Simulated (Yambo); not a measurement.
RbCl (rock salt, space group Fm-3m, No. 225), G0W0@PBEsol in Yambo (4×4×4 mesh, plasmon pole; 10 Ry block, no terminator). The number N of bands in W and G is varied.

| N | x = 1/N | gap Γ → Γ (eV) | shift of the valence edge (eV) |
|---|---|---|---|
| 53 | 0.01887 | 7.694 | -1.863 |
| 81 | 0.01235 | 7.781 | -2.043 |
| 119 | 0.00840 | 7.851 | -2.169 |
| 159 | 0.00629 | ? | ? |

Q: Basis-set arguments suggest E = E∞ + A x. Fix A and E∞ from the two rows above the withheld one, predict the row at 159 bands, and test the form.

A: Gap: A = (7.851 − (7.781))/(0.00840 − 0.01235) = -17.7, E∞ = 8.000 eV, so 7.888 eV is predicted; the run gave 7.898 eV (miss 10 meV). The first two rows have slope -13.3, so the form doesn't hold yet over the whole range. Shift: A = (-2.169 − (-2.043))/(0.00840 − 0.01235) = 31.9, E∞ = -2.437 eV, so -2.236 eV is predicted; the run gave -2.247 eV (miss 11 meV). The first two rows have slope 27.6, within 15 % of that. The other settings are held fixed.

Geometry relaxed with PBEsol; primitive cell a = b = c = 4.6251 Å, α = β = γ = 60.00°.

A shift is the quasiparticle energy of the state minus its PBEsol energy.
